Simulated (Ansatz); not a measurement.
La2CBrN3: reading a single point

```
La Br N C
1.0
     6.72128    4.83565    0.00000
     6.72128   -4.83565    0.00000
     0.00000    0.00000   -3.97191
La Br N C
4 2 6 2
Direct
  0.36132 0.36132 0.00000
  0.63868 0.63868 0.00000
  0.21113 0.78887 0.50000
  0.78887 0.21113 0.50000
  0.12216 0.12216 0.00000
  0.87784 0.87784 0.00000
  0.34340 0.65660 0.00000
  0.65660 0.34340 0.00000
  0.49390 0.15130 0.50000
  0.50610 0.84870 0.50000
  0.15130 0.49390 0.50000
  0.84870 0.50610 0.50000
  0.50000 0.00000 0.50000
  0.00000 0.50000 0.50000
```

The numbers come from plane-wave PAW DFT (Ansatz): r2SCAN, no spin polarisation, 500 eV, 4×4×7 Γ-centred k points, fermi-dirac occupations (width 0.1 eV). Nothing was relaxed.

**Question.** Is it stable against the elements?

**Answer.** -1.51 eV an atom against the elements' usual phases (free molecules for gases, crystals otherwise, with no correction for O₂ or N₂), so it is bound against them; other compounds may still compete. Relaxing would lower it.

**Question.** Which orbitals make up the band edges?

**Answer.** Within 0.7 eV of the edges, the states project mainly on N p (73 %) and La d (13 %) below the gap and on La d (62 %) and La f (19 %) above it.

**Question.** What is the band gap?

**Answer.** The gap is 2.11 eV, indirect (the least direct gap found is 2.63 eV).

**Question.** Is the cell too large or too small?

**Answer.** The pressure is 0.4 GPa (compression positive), so with the atoms held at these fractions the cell is close to zero pressure; the forces are large, so a full relaxation may end otherwise. The principal stresses -0.4, 0.7, 0.8 GPa differ, so its shape would change too.

Origin: a known structure type with other elements, at an estimated volume, so it need not be a known compound. Caveats: f levels without a U or exact exchange are poorly placed.
